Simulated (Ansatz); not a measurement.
TlBr (zinc blende, F-43m), plane-wave PAW PBE (Ansatz code), all energies at zero smearing, with the estimated change up to a 700 eV cutoff added, with one set of potentials and settings (totals compare only within such a set). Cell of 2 atoms (1 Br, 1 Tl): -14228.958 eV.

```json
[
 {"element": "Br", "reference phase": "Cmce, 4 atoms in the cell", "E (eV/atom)": "-2783.1821"},
 {"element": "Tl", "reference phase": "P6_3/mmc, 2 atoms in the cell", "E (eV/atom)": "-11444.1498"}
]
```

Formation energy per atom, worked out: (-14228.958 − 1×(-2783.1821) − 1×(-11444.1498))/2 = -0.813 eV/atom (-78 kJ per mol of atoms), at 0 K, without zero-point energy or fitted corrections.

The cell is a constructed one: a structure type filled with these elements; neither database checked (COD, Materials Project) lists it. COD files the formula under space group No. 221, so this cell is another polymorph or a model. Whether it is the stable phase at ambient conditions was not checked. The PBE relaxation kept the symmetry of its start; phonons on a q-mesh show no instability. The references are the lowest solids computed at this level, not always the standard phases. Scalar-relativistic: spin–orbit coupling is off unless named, which matters more the heavier the elements.

Potentials: the later of the program's two PAW sets.
